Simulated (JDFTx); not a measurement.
An input for a modified build of JDFTx (Nb(110), linear PCM (GLSSA13), water, 1 M NaF; bohr, hartree) and the course of its log:

```
lattice \
  6.2694120828 3.1347060414 0.0000000000 \
  0.0000000000 4.4331437969 0.0000000000 \
  0.0000000000 0.0000000000 43.4637008664
coords-type Lattice
ion Nb 0.5000000000 0.0000000000 -0.1529946960 0
ion Nb 0.0000000000 0.0000000000 -0.0509982320 0
ion Nb 0.5000000000 0.0000000000 0.0509982320 0
ion Nb 0.0000000000 0.0000000000 0.1529946960 0
ion-species pseudo/nb_pbe_v1.upf
elec-cutoff 20 100
elec-ex-corr gga-PBE
coulomb-interaction Slab 001
coulomb-truncation-embed 0 0 0
kpoint-folding 10 10 1
elec-smearing Fermi 0.01
elec-n-bands 37
target-mu -0.166842
electronic-scf nIterations 100 energyDiffThreshold 1e-07
fluid LinearPCM
pcm-variant GLSSA13
fluid-solvent H2O
fluid-cation Na+ 1
fluid-anion F- 1
fluid-minimize nIterations 400 knormThreshold 1e-11
wavefunction read f0.wfns
elec-initial-eigenvals f0.eigenvals
elec-initial-fillings read f0.fillings
fluid-initial-state f0.fluidState
dump-name f0_u0.$VAR
dump End State Ecomponents EigStats BandEigs Forces ElecDensity IonicPositions Fillings Kpoints Dtot FluidDebug BoundCharge FluidDensity
```

```
[one cycle in 5 is shown, and the last three; fluid-solver lines are left out]
	FillingsUpdate:  mu: -0.166842000  nElectrons: 49.169584
SCF: Cycle:  0   G: -216.599023719996495   dG: +3.686e+00   |Residual|: 1.428e-01   |deigs|: 4.656e-08
	FillingsUpdate:  mu: -0.166842000  nElectrons: 51.533547
SCF: Cycle:  5   G: -220.214674905516262   dG: -1.104e-02   |Residual|: 2.117e-02   |deigs|: 8.240e-04
	FillingsUpdate:  mu: -0.166842000  nElectrons: 50.911131
SCF: Cycle: 10   G: -219.796997366164675   dG: +2.656e-01   |Residual|: 5.280e-02   |deigs|: 2.280e-03
	FillingsUpdate:  mu: -0.166842000  nElectrons: 50.798739
SCF: Cycle: 15   G: -219.825975303229285   dG: +1.942e-01   |Residual|: 5.259e-02   |deigs|: 1.780e-03
	FillingsUpdate:  mu: -0.166842000  nElectrons: 49.482981
SCF: Cycle: 20   G: -218.347168783099079   dG: -2.870e+00   |Residual|: 1.141e-01   |deigs|: 7.264e-03
	FillingsUpdate:  mu: -0.166842000  nElectrons: 52.692065
SCF: Cycle: 25   G: -219.730939775783270   dG: +2.811e-01   |Residual|: 6.051e-02   |deigs|: 2.750e-03
	FillingsUpdate:  mu: -0.166842000  nElectrons: 51.278232
SCF: Cycle: 30   G: -220.289268130139305   dG: -3.953e-01   |Residual|: 1.474e-02   |deigs|: 5.405e-03
	FillingsUpdate:  mu: -0.166842000  nElectrons: 51.458603
SCF: Cycle: 35   G: -220.291228955981808   dG: +6.591e-03   |Residual|: 1.223e-02   |deigs|: 1.074e-03
	FillingsUpdate:  mu: -0.166842000  nElectrons: 52.409260
SCF: Cycle: 40   G: -219.780738362293533   dG: -2.256e+00   |Residual|: 6.021e-02   |deigs|: 2.652e-02
	FillingsUpdate:  mu: -0.166842000  nElectrons: 51.131946
SCF: Cycle: 45   G: -220.305610584169074   dG: -6.154e+00   |Residual|: 9.105e-03   |deigs|: 2.607e-02
	FillingsUpdate:  mu: -0.166842000  nElectrons: 50.378232
SCF: Cycle: 50   G: -220.015873111059960   dG: -1.461e-01   |Residual|: 5.029e-02   |deigs|: 1.326e-03
	FillingsUpdate:  mu: -0.166842000  nElectrons: 49.385084
SCF: Cycle: 55   G: -219.065528706475959   dG: +4.533e-01   |Residual|: 9.745e-02   |deigs|: 2.554e-03
	FillingsUpdate:  mu: -0.166842000  nElectrons: 42.551493
SCF: Cycle: 60   G: -193.003932992956294   dG: +2.151e+01   |Residual|: 4.420e-01   |deigs|: 2.870e-02
	FillingsUpdate:  mu: -0.166842000  nElectrons: 47.569050
SCF: Cycle: 65   G: -214.543312272639071   dG: +2.955e+00   |Residual|: 1.998e-01   |deigs|: 1.129e-02
	FillingsUpdate:  mu: -0.166842000  nElectrons: 47.993531
SCF: Cycle: 70   G: -217.049230432921888   dG: +1.903e-01   |Residual|: 1.549e-01   |deigs|: 5.748e-04
	FillingsUpdate:  mu: -0.166842000  nElectrons: 46.939694
SCF: Cycle: 75   G: -214.065547356676376   dG: -1.189e+00   |Residual|: 2.157e-01   |deigs|: 2.350e-03
	FillingsUpdate:  mu: -0.166842000  nElectrons: 48.672772
SCF: Cycle: 80   G: -218.607982579334873   dG: +1.254e-01   |Residual|: 1.129e-01   |deigs|: 6.875e-04
	FillingsUpdate:  mu: -0.166842000  nElectrons: 49.421206
SCF: Cycle: 85   G: -219.583915439603373   dG: -1.732e-01   |Residual|: 7.730e-02   |deigs|: 2.305e-03
	FillingsUpdate:  mu: -0.166842000  nElectrons: 48.655556
SCF: Cycle: 90   G: -218.896711917686417   dG: -2.651e+01   |Residual|: 1.047e-01   |deigs|: 4.128e-02
	FillingsUpdate:  mu: -0.166842000  nElectrons: 49.696298
SCF: Cycle: 95   G: -219.920014052949512   dG: +3.128e-02   |Residual|: 5.678e-02   |deigs|: 8.825e-04
	FillingsUpdate:  mu: -0.166842000  nElectrons: 48.924452
SCF: Cycle: 97   G: -218.991037992364227   dG: +3.596e-01   |Residual|: 1.000e-01   |deigs|: 1.837e-03
	FillingsUpdate:  mu: -0.166842000  nElectrons: 48.086172
SCF: Cycle: 98   G: -217.270258336100710   dG: +1.721e+00   |Residual|: 1.507e-01   |deigs|: 6.665e-03
	FillingsUpdate:  mu: -0.166842000  nElectrons: 48.461164
SCF: Cycle: 99   G: -218.231536883364612   dG: -9.613e-01   |Residual|: 1.250e-01   |deigs|: 3.640e-03
SCF: None of the convergence criteria satisfied after 100 iterations.
IonicMinimize: Iter:   0  G: -218.231536883364612  |grad|_K:  0.000e+00
IonicMinimize: Converged (|grad|_K<1.000000e-04).
```

This run gave no converged result. The electronic loop ended without meeting its threshold, so the last energy, electron count and forces aren't results.
